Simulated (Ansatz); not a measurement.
Input and command of a plane-wave DFT calculation in Ansatz:

```yaml
crystal:
  lattice:
    - [3.43338912, 0.0, 0.0]
    - [0.0, 3.43338912, 0.0]
    - [0.0, 0.0, 3.30622656]
  atoms:
    - { symbol: Ti, position: [0.0, 0.0, 0.0] }
    - { symbol: Al, position: [0.5, 0.5, 0.5] }
basis:
  ecutwfc: 420
kpoints:
  mp_grid: { grid: [16, 16, 16] }
hamiltonian:
  xc: pbesol
scf:
  occupations: { method: gaussian, width: 0.15 }
output:
  forces: true
  stress: true
  eigenvalues: true
```

```bash
ansatz run input.yaml --threads 1 --pin off --max-ram 2560MiB --backend cpu --events-out ev --progress --plain --runs-dir out
```

Processor: AMD EPYC 9R45 96-Core Processor (Zen 5), 1 thread, on a host shared with other jobs.

Estimate time, memory and problem size.

About 4 s on 1 thread of AMD EPYC 9R45 96-Core Processor (Zen 5), on a shared host, peak memory 0.48 GiB. It solves 12 bands at 405 k points (the mesh reduced by symmetry) with about 743 plane waves, in 6 SCF iterations.
